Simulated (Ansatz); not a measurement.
HfS$_{2}$:
```
CELL_PARAMETERS angstrom
      3.55666     0.00000     0.00000
     -1.77833     3.08016     0.00000
      0.00000     0.00000     5.68034
ATOMIC_POSITIONS crystal
  Hf 0.00000 0.00000 0.00000
  S  0.33333 0.66667 0.25451
  S  0.66667 0.33333 0.74549
```

Relaxed with LDA. Independent-particle spectrum: no excitons, no local fields, no scissors shift; 0.1 eV broadening; ε₁ of the summed bands alone.

Tabulate the dielectric function from LDA in the plane-wave PAW code Ansatz.



```tsv
E (eV)	ε₁ xx	ε₂ xx	ε₁ zz	ε₂ zz
0.0	13.06	0.00	9.57	0.00
0.4	13.29	0.00	9.72	0.00
0.8	14.11	0.00	10.25	0.00
1.2	15.99	0.00	11.64	0.00
1.6	21.63	1.44	17.22	5.62
2.0	25.76	15.37	8.63	7.65
2.4	9.99	30.21	6.77	6.74
2.8	-5.29	13.23	5.78	5.15
3.2	-1.42	6.29	6.25	4.21
3.6	1.87	3.83	6.49	4.44
4.0	4.19	3.50	6.32	4.30
4.4	5.89	4.36	6.70	3.77
4.8	6.98	6.27	7.89	5.01
5.2	7.10	8.27	7.99	6.52
5.6	4.81	9.66	6.40	8.35
6.0	3.28	9.84	5.53	9.03
6.4	1.47	10.68	3.31	8.72
6.8	-1.24	9.34	2.62	9.10
7.2	-1.65	7.17	2.10	8.52
7.6	-1.27	5.84	1.19	7.54
8.0	-0.97	5.96	0.56	8.41
8.4	-1.86	5.62	0.59	8.23
8.8	-2.01	4.47	-2.88	8.44
9.2	-1.20	3.91	-3.92	5.84
9.6	-1.23	4.15	-3.42	4.37
10.0	-1.83	4.08	-3.33	3.40
10.4	-2.14	3.14	-2.35	2.27
10.8	-1.74	2.56	-1.54	2.10
11.2	-1.46	2.13	-1.15	2.34
11.6	-0.90	1.74	-1.22	2.03
12.0	-0.65	2.14	-0.83	1.66
```

From ε at 3.5 eV (xx: 1.06 + 4.13i), find n, k, the normal reflectivity and the absorption coefficient.

n = 1.63, k = 1.266, R = 23 %, α = 2kE/ħc = 450000 cm⁻¹.

With all bands, ε∞ without local fields is 13.1 (xx = yy), 9.62 (zz). DFPT, with local fields, gives 12.2 (xx = yy), 6.76 (zz).

Space group P-3m1 (CdI2 type). Symmetry was held in the LDA relaxation. The run is not spin-polarised. A crystal of weakly bound layers computed without a dispersion correction: the cell and the soft elastic constants depend strongly on that. Scalar-relativistic: spin–orbit coupling is off unless named, which matters more the heavier the elements.

Potentials: the later of the program's two PAW sets.
